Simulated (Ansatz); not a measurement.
## Cu: clamped-ion strain scan

Theory: Ansatz, DFT PBEsol, scalar-relativistic, plane waves, PAW. Settings: plane waves to 420 eV, k-mesh 30×30×14 (Γ-centred), Gaussian smearing 0.15 eV. No spin polarisation. Energies are free energies at this smearing, counted from the undisturbed cell; pressure is positive in compression.

The starting cell (relaxed at this level; this form isn't the usual structure):

```yaml
crystal:
  lattice:
    - [2.52059, 0.00000, 0.00000]
    - [-1.26030, 2.18290, 0.00000]
    - [0.00000, 0.00000, 4.11652]
  atoms:
    - { symbol: Cu, position: [0.33333, 0.66667, 0.25000] }
    - { symbol: Cu, position: [0.66667, 0.33333, 0.75000] }
```

The cell is strained by ε times the Voigt pattern (1, 0, 0, 0, 0, 0) (xx, yy, zz, yz, xz, xy; engineering shear) with fractional coordinates fixed. The cell is metallic on the mesh throughout.

```
      ε  ΔE (meV/atom) stress summed along the pattern (GPa, tension positive) pressure (GPa)
-0.1000          135.7                                                   -47.12            25.5
-0.0750           68.1                                                   -30.08            17.0
-0.0500           27.1                                                   -17.05            10.2
 0.0000            0.0                                                     0.35             0.0
 0.0250            6.2                                                     6.34            -3.8
 0.0750           43.0                                                    13.88            -9.5
 0.1000           69.9                                                    16.40           -11.6
```